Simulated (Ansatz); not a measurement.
Consider the following.

Te₂Mo:
```xyz
12
Lattice="6.2864 0.0000 0.0000 0.0000 3.4389 0.0000 -0.8352 0.0000 13.3525" Properties=species:S:1:pos:R:3 pbc="T T T"
Te     3.2196     2.5792     4.6393
Te     2.2316     0.8597     8.7132
Te     3.5966     0.8597     1.3986
Te     1.8545     2.5792    11.9539
Te     0.4607     2.5792     2.0424
Te     4.9904     0.8597    11.3100
Mo     1.5909     2.5792     6.7667
Mo     3.8603     0.8597     6.5857
Te     0.0245     0.8597     5.2730
Te     5.4266     2.5792     8.0795
Mo     1.1349     0.8597     0.1051
Mo     4.3163     2.5792    13.2473
```

This is the LDA-relaxed structure.

Task: All from DFT-LDA in the program Ansatz with PAW potentials, unless another level is named. Predict the electronic character.

Result: metallic (no gap).

Task: Next, the formation energy from the elements (no fitted shifts)?

Result: -0.27 eV/atom.

Task: Next, the density of states at the Fermi level?

Result: 0.36 states/eV per atom (mean over ±0.08 eV).

Space group P2_1/m. The workflow started from an entry of the Crystallography Open Database (COD), which files this formula under 2 space groups. It is not the phase usual at ambient conditions (space group No. 194). The LDA relaxation kept the symmetry of its start; its stability against distortions is not shown here. The run is not spin-polarised. A crystal of weakly bound layers computed without a dispersion correction: the cell and the soft elastic constants depend strongly on that. The references are the lowest solids computed at this level, not always the standard phases. Spin–orbit coupling is left out wherever it is not named.

Potentials: the later of the program's two PAW sets.
